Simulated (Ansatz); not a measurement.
Input and command of a plane-wave DFT calculation in Ansatz:

```yaml
crystal:
  lattice:
    - [3.446483921, 0.0, 0.0]
    - [0.0, 5.5877549086, 0.0]
    - [0.0, 0.0, 4.8659781712]
  atoms:
    - { symbol: Mg, position: [0.0, 0.809, 0.361] }
    - { symbol: Mg, position: [0.0, 0.191, 0.361] }
    - { symbol: Mg, position: [0.5, 0.309, 0.639] }
    - { symbol: Mg, position: [0.5, 0.691, 0.639] }
    - { symbol: Be, position: [0.0, 0.0, 0.8492] }
    - { symbol: Be, position: [0.5, 0.5, 0.1508] }
basis:
  ecutwfc: 420
kpoints:
  mp_grid: { grid: [6, 4, 4] }
hamiltonian:
  xc: pbe
scf:
  occupations: { method: gaussian, width: 0.1 }
  lower_state_search: "off"
output:
  forces: true
  stress: true
  eigenvalues: true
```

```bash
ansatz run input.yaml --threads 1 --pin off --max-ram 2560MiB --backend cpu --events-out ev --progress --plain --runs-dir out
```

Processor: Arm Neoverse V2, 1 thread, on a host shared with other jobs.

Estimate time, memory and problem size.

About 4.3 s on 1 thread of Arm Neoverse V2, on a shared host, peak memory 0.34 GiB. It solves 28 bands at 36 k points (the mesh reduced by the symmetry that the task leaves, which can be less than the crystal's) with about 1829 plane waves, in 6 SCF iterations.
